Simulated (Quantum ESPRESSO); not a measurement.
Ag3W5, input and log of a self-consistent run

A calculation, not a measurement. The program is pw.x of Quantum ESPRESSO 7.5 (plane-wave density functional theory). The cell is made up: eight metal atoms on a face-centred cubic lattice, with elements, volume, strain and displacements drawn at random and not relaxed, so it may be unstable or far from any real phase. PseudoDojo standard norm-conserving files set the functional (PBE unless stated); there is no spin polarisation or spin-orbit coupling, the Fermi-Dirac width of 0.25 eV means electrons at about 2900 K, and the masses in the input are unused placeholders. Heavy elements are run without spin-orbit coupling, which real alloys of them have. A spin test at this wide smearing found no moment, but such smearing suppresses magnetism that the real alloy may have.

Input:

```
&control calculation='scf', pseudo_dir='./dojo.nc.sr.pbe.v0_5.standard.upf', outdir='./o', disk_io='minimal', tprnfor=.true., tstress=.true. /
&system ibrav=0, nat=8, ntyp=2, nbnd=78, ecutwfc=82.02448710, nosym=.true., tot_charge=0,
 occupations='smearing', smearing='fd', degauss=0.0183746611
/
&electrons conv_thr=1.470e-08, electron_maxstep=70, mixing_beta=0.5 /
ATOMIC_SPECIES
Ag 1.0 Ag.upf
W 1.0 W.upf
CELL_PARAMETERS angstrom
0.0016 4.1023 0.0108
-4.1467 -0.0125 -4.1554
-4.2245 0.0092 4.2332
ATOMIC_POSITIONS angstrom
Ag -0.019 0.0571 -0.0403
W -2.1591 0.0052 2.0733
Ag -2.0286 0.0112 -1.9576
W -4.2394 -0.0616 0.0125
Ag -2.1112 2.0258 0.0238
W -4.2039 2.0986 2.1895
W -4.2511 2.0092 -2.0088
W -6.2329 2.0284 0.0586
K_POINTS automatic
6 4 4 1 1 1
```

The log is shortened where brackets say so; the opening notice, blank lines, dates and the lines on written files are dropped, and the path of the files is cut. It prints rydbergs, bohrs and kilobars, and counts compression as positive stress. Its total energy is the free energy E - TS of the whole cell.

```
     Program PWSCF v.7.5
     Parallel version (MPI & OpenMP), running on       4 processor cores
     Number of MPI processes:                 4
     Threads/MPI process:                     1
     [start-up lines left out]
     bravais-lattice index     =            0
     lattice parameter (alat)  =       7.7523  a.u.
     unit-cell volume          =     971.9205 (a.u.)^3
     number of atoms/cell      =            8
     number of atomic types    =            2
     number of electrons       =       127.00
     number of Kohn-Sham states=           78
     kinetic-energy cutoff     =      82.0245  Ry
     charge density cutoff     =     328.0979  Ry
     scf convergence threshold =      1.5E-08
     mixing beta               =       0.5000
     number of iterations used =            8  plain     mixing
     Exchange-correlation= PBE
                           (   1   4   3   4   0   0   0)
     [axes and pseudopotential details left out]
   Cartesian axes
     site n.     atom                  positions (alat units)
         1        Ag     tau(   1) = (  -0.0046315   0.0139190  -0.0098237  )
         2        W      tau(   2) = (  -0.5263126   0.0012676   0.5053976  )
         3        Ag     tau(   3) = (  -0.4945013   0.0027302  -0.4771940  )
         4        W      tau(   4) = (  -1.0334166  -0.0150159   0.0030471  )
         5        Ag     tau(   5) = (  -0.5146363   0.4938188   0.0058016  )
         6        W      tau(   6) = (  -1.0247630   0.5115649   0.5337231  )
         7        W      tau(   7) = (  -1.0362687   0.4897723  -0.4896748  )
         8        W      tau(   8) = (  -1.5193618   0.4944526   0.0142846  )
     number of k points=    48  Fermi-Dirac smearing, width (Ry)=  0.0184
                       cart. coord. in units 2pi/alat
        k(    1) = (  -0.1225582   0.0833850  -0.0013524), wk =   0.0416667
        k(    2) = (  -0.2439450   0.0831134   0.1197811), wk =   0.0416667
     [further k points left out]
     Dense  grid:    97527 G-vectors     FFT dimensions: (  45,  64,  72)
     Estimated max dynamical RAM per process >     352.63 MB
     Estimated total dynamical RAM >       1.31 GB
     Initial potential from superposition of free atoms
     starting charge     126.9961, renormalised to     127.0000
     Starting wfcs are   80 randomized atomic wfcs
     total cpu time spent up to now is        8.7 secs
     per-process dynamical memory:   279.5 Mb
     Self-consistent Calculation
     iteration #  1     ecut=    82.02 Ry     beta= 0.50
     Davidson diagonalization with overlap
     ethr =  1.00E-02,  avg # of iterations =  3.1
     total cpu time spent up to now is       31.7 secs
     total energy              =   -1686.75676570 Ry
     estimated scf accuracy    <       2.68024126 Ry
     iteration #  2     ecut=    82.02 Ry     beta= 0.50
     Davidson diagonalization with overlap
     ethr =  2.11E-03,  avg # of iterations =  3.2
     total cpu time spent up to now is       56.7 secs
     total energy              =   -1686.91636044 Ry
     estimated scf accuracy    <      11.69030849 Ry
     iteration #  3     ecut=    82.02 Ry     beta= 0.50
     Davidson diagonalization with overlap
     ethr =  2.11E-03,  avg # of iterations =  2.9
     total cpu time spent up to now is       79.3 secs
     total energy              =   -1688.05343661 Ry
     estimated scf accuracy    <       2.01941636 Ry
     iteration #  4     ecut=    82.02 Ry     beta= 0.50
     Davidson diagonalization with overlap
     ethr =  1.59E-03,  avg # of iterations =  1.9
     total cpu time spent up to now is       98.4 secs
     total energy              =   -1688.22515306 Ry
     estimated scf accuracy    <       0.13265853 Ry
     iteration #  5     ecut=    82.02 Ry     beta= 0.50
     Davidson diagonalization with overlap
     ethr =  1.04E-04,  avg # of iterations =  8.0
     total cpu time spent up to now is      126.6 secs
     total energy              =   -1688.22420632 Ry
     estimated scf accuracy    <       0.25432905 Ry
     [iterations 6 to 11 left out]
     iteration # 12     ecut=    82.02 Ry     beta= 0.50
     Davidson diagonalization with overlap
     ethr =  6.47E-08,  avg # of iterations =  2.0
     total cpu time spent up to now is      287.1 secs
     total energy              =   -1688.25767828 Ry
     estimated scf accuracy    <       0.00000537 Ry
     iteration # 13     ecut=    82.02 Ry     beta= 0.50
     Davidson diagonalization with overlap
     ethr =  4.23E-09,  avg # of iterations =  4.3
     total cpu time spent up to now is      313.4 secs
     total energy              =   -1688.25767926 Ry
     estimated scf accuracy    <       0.00000053 Ry
     iteration # 14     ecut=    82.02 Ry     beta= 0.50
     Davidson diagonalization with overlap
     ethr =  4.14E-10,  avg # of iterations =  4.1
     total cpu time spent up to now is      340.2 secs
     total energy              =   -1688.25767911 Ry
     estimated scf accuracy    <       0.00000486 Ry
     iteration # 15     ecut=    82.02 Ry     beta= 0.50
     Davidson diagonalization with overlap
     ethr =  4.14E-10,  avg # of iterations =  2.4
     total cpu time spent up to now is      361.5 secs
     total energy              =   -1688.25767951 Ry
     estimated scf accuracy    <       0.00000003 Ry
     iteration # 16     ecut=    82.02 Ry     beta= 0.50
     Davidson diagonalization with overlap
     ethr =  2.66E-11,  avg # of iterations =  4.6
     total cpu time spent up to now is      388.2 secs
     End of self-consistent calculation
     [lines on levels left out]
!    total energy              =   -1688.25767951 Ry
     estimated scf accuracy    <       0.00000001 Ry
     smearing contrib. (-TS)   =      -0.10708992 Ry
     internal energy E=F+TS    =   -1688.15058959 Ry
     The total energy is F=E-TS. E is the sum of the following terms:
     one-electron contribution =    -531.53516646 Ry
     hartree contribution      =     330.18563961 Ry
     xc contribution           =    -303.66084242 Ry
     ewald contribution        =   -1183.14022033 Ry
     convergence has been achieved in  16 iterations
     Forces acting on atoms (cartesian axes, Ry/au):
     atom    1 type  1   force =     0.01371301   -0.01534161    0.02670376
     atom    2 type  2   force =    -0.00522916   -0.00194342    0.02061990
     atom    3 type  1   force =    -0.02397426   -0.00605733   -0.02972487
     atom    4 type  2   force =    -0.02050970    0.01285843   -0.00100042
     atom    5 type  1   force =    -0.00608220    0.00852566    0.00455352
     atom    6 type  2   force =     0.05168868   -0.01012809   -0.04302356
     atom    7 type  2   force =    -0.03107239    0.00790907    0.03449372
     atom    8 type  2   force =     0.02146601    0.00417729   -0.01262206
     Total force =     0.106235     Total SCF correction =     0.000400
     Computing stress (Cartesian axis) and pressure
          total   stress  (Ry/bohr**3)                   (kbar)     P=     -146.87
  -0.00107565  -0.00001313  -0.00004479         -158.23       -1.93       -6.59
  -0.00001313  -0.00094823  -0.00003412           -1.93     -139.49       -5.02
  -0.00004479  -0.00003412  -0.00097129           -6.59       -5.02     -142.88
     init_run     :      8.20s CPU      8.51s WALL (       1 calls)
     electrons    :    372.49s CPU    379.50s WALL (       1 calls)
     forces       :      3.47s CPU      3.50s WALL (       1 calls)
     stress       :     14.15s CPU     14.45s WALL (       1 calls)
     [timing details left out]
     PWSCF        :   6m38.49s CPU   6m46.26s WALL
     JOB DONE.
```

In other units: free energy -22969.916 eV for the cell, pressure -14.69 GPa, largest force component 1.329 eV/Å in size. The run took 408 s of wall time with four MPI processes on a shared machine (Intel Xeon, older, virtual cores), so the time is rough. A rerun of this cell at a higher cutoff and on a denser mesh moved values by no more than 0.011 eV in energy, 0.12 GPa in stress and 0.012 eV/Å in force, and a second program with other atomic files agreed on that cell to 2 % rms in force and 0.5 GPa in pressure.